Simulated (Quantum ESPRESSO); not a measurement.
# Where does Ge sit best among Si sites?

Calculated results; nothing here was measured. They come from pw.x of Quantum ESPRESSO 7.5, a plane-wave density functional program, with PseudoDojo standard norm-conserving files (v0.5 for PBE, v0.4.1 for LDA and PBEsol). The cells are made up: elements, strain and atom displacements were drawn at random, and nothing was relaxed. There is no spin polarisation, spin-orbit coupling or dispersion term.

The cell has 8 sites of a zincblende or diamond lattice. Sites 1 to 4 hold X X X X; sites 5 to 8 hold Si Ge Si Si. Cell vectors in Å: (5.455, 0.011, 0.003); (0.011, 5.552, -0.044); (0.003, -0.044, 5.574). Settings: PBE, cutoff 1061 eV, 6 x 6 x 6 k mesh shifted by half a step, Fermi-Dirac smearing of 0.1 eV.

In each run one of the sites marked X holds Ge and the others hold Si; cell and positions stay the same. E is the free energy of the cell.

| site of the guest | first shell | mean distance (Å) | E above the lowest (eV) | P (GPa) | force on the guest (eV/Å) |
| --- | --- | --- | --- | --- | --- |
| 1 | GeSi3 | 2.411 | 0.010 | 0.57 | 0.390 |
| 2 | GeSi3 | 2.417 | 0.000 | 0.55 | 0.397 |
| 3 | GeSi3 | 2.347 | 0.155 | 0.78 | 2.410 |
| 4 | GeSi3 | 2.406 | 0.023 | 0.60 | 0.671 |

A rerun of one of these cells at 1347 eV and k mesh 8 x 8 x 8 moved values by no more than 0.002 eV in the cell's energy, 0.02 GPa in stress and 0.002 eV/Å in force.

## Reading the table

Site 2 is lowest, by 0.010 eV, over three times the rerun's bound. A straight line of energy against the mean distance has a slope of -2.2 ± 0.1 eV/Å, so the guest costs less on the roomier sites. The positions are random and not relaxed, so the differences hold for this frozen cell and are not site preferences of a real crystal.